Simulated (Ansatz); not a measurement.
Relaxed GaP (zinc blende):

```
GaP
1.0
    0.00000     5.45173     5.45173
    2.72587     2.72587     5.45173
    2.72587     2.72587     0.00000
P Ga
2 2
Direct
  0.00000   0.75000   0.75000
  0.50000   0.75000   0.75000
  0.00000   0.00000   0.00000
  0.50000   0.00000   0.00000
```

The atoms are displaced by Q × the pattern below (from a DFPT mode at X = (0.5, 0.5, 0.0), largest move 1; Q in Å), at fixed cell. (q is in reciprocal vectors of the primitive cell; the cell shown is doubled to hold the pattern.)

```tsv
atom	x	y	z
Ga3	0.000	0.000	-1.000
Ga4	0.000	0.000	1.000
```

Atoms not listed stay in place.

Method: r2SCAN (plane waves to 500 eV, PAW, scalar-relativistic; Ansatz, a first-principles code). k mesh 10×10×10 (Γ-centred), Fermi-Dirac smearing 0.05 eV. Energies are smeared free energies. GaP was relaxed with its symmetry unable to fall. The PAW data are Ansatz's earlier set. ΔE is measured from the undisplaced structure.

```json
[
 {"Q (Å)": "-0.180", "ΔE (meV/cell)": "522"},
 {"Q (Å)": "-0.120", "ΔE (meV/cell)": "233"},
 {"Q (Å)": "-0.060", "ΔE (meV/cell)": "59"},
 {"Q (Å)": "0.000", "ΔE (meV/cell)": "0"},
 {"Q (Å)": "0.060", "ΔE (meV/cell)": "59"},
 {"Q (Å)": "0.120", "ΔE (meV/cell)": "233"},
 {"Q (Å)": "0.180", "ΔE (meV/cell)": "522"}
]
```

Question: Which DFPT wavenumber at X = (0.5, 0.5, 0.0) belongs to this mode?
A. 358 cm⁻¹
B. 109 cm⁻¹
C. 252 cm⁻¹

Answer: C, 252 cm⁻¹. The curvature of the scan gives 252 cm⁻¹

(A displaced cell: forces are minus the slopes of the energy, force constants its curvatures, and phonons follow from these.)
